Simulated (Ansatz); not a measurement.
# Two-dimensional strain map in Pd

Theory: Ansatz, DFT LDA, scalar-relativistic, plane waves, PAW. The runs took a 420 eV cutoff, a Γ-centred 20×20×20 mesh and Gaussian smearing (0.15 eV). No spin polarisation. Energies are free energies at this smearing, counted from the undisturbed cell; pressure is positive in compression.

Zero of the scan (as given, not relaxed at this level; it stands at -8.0 GPa):

```xyz
1
Lattice="0.0000 1.9449 1.9449 1.9449 0.0000 1.9449 1.9449 1.9449 0.0000" Properties=species:S:1:pos:R:3 pbc="T T T"
Pd    0.0000    0.0000    0.0000
```

The cell is strained by p along both x and y and by q along z, fractional coordinates fixed. Points are written (p, q).

Energy above the undisturbed cell in meV/atom (a dash: not computed):

| p \ q | -0.080 | -0.040 | 0.000 | 0.040 | 0.080 |
| --- | --- | --- | --- | --- | --- |
| -0.080 | 551.2 | 336.3 | 199.1 | 123.1 | 96.9 |
| -0.040 | 173.5 | – | – | – | – |
| 0.000 | 18.2 | – | 0.0 | – | 112.8 |
| 0.080 | 113.5 | – | 289.8 | – | 522.5 |

Pressure in GPa:

| p \ q | -0.080 | -0.040 | 0.000 | 0.040 | 0.080 |
| --- | --- | --- | --- | --- | --- |
| -0.080 | 83.7 | 60.1 | 41.6 | 27.3 | 16.2 |
| -0.040 | 40.2 | – | – | – | – |
| 0.000 | 11.8 | – | -8.0 | – | -18.8 |
| 0.080 | -17.8 | – | -25.6 | – | -29.1 |